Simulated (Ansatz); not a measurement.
The cell below belongs to a search over invented structures; it isn't taken from experiment.

Input and command of a plane-wave DFT calculation in Ansatz:

```yaml
crystal:
  lattice:
    - [-2.5, 4.15, 2.5]
    - [2.5, -4.15, 2.5]
    - [2.5, 4.15, -2.5]
  atoms:
    - { symbol: Be, position: [0.75, 0.75, 0.0] }
    - { symbol: Be, position: [0.25, 0.25, 0.0] }
    - { symbol: S, position: [0.865, 0.21, 0.075] }
    - { symbol: S, position: [0.365, 0.29, 0.655] }
    - { symbol: S, position: [0.635, 0.71, 0.345] }
    - { symbol: S, position: [0.135, 0.79, 0.925] }
basis:
  ecutwfc: 420
kpoints:
  mp_grid: { grid: [5, 5, 5] }
hamiltonian:
  xc: pbe
scf:
  occupations: { method: gaussian, width: 0.2 }
  lower_state_search: "off"
output:
  forces: true
  stress: true
  eigenvalues: true
relax:
  adjacent_minimum: "off"
  f_tol: 0.08
  max_steps: 16
  cell: { stress_tol: 0.8 }
```

```bash
ansatz run input.yaml --threads 1 --pin off --max-ram 2560MiB --backend cpu --events-out ev --progress --plain --runs-dir out
```

Processor: Intel(R) Xeon(R) Processor @ 2.70GHz, 1 thread, on a host shared with other jobs.

**Question.** How long does it run, and how much memory does it take?

**Answer.** About 60 s, peak memory 0.41 GiB. It solves 20 bands at 27 k points (after reduction by symmetry) with about 1985 plane waves (on the last cell), in 66 SCF iterations over 11 ionic steps.
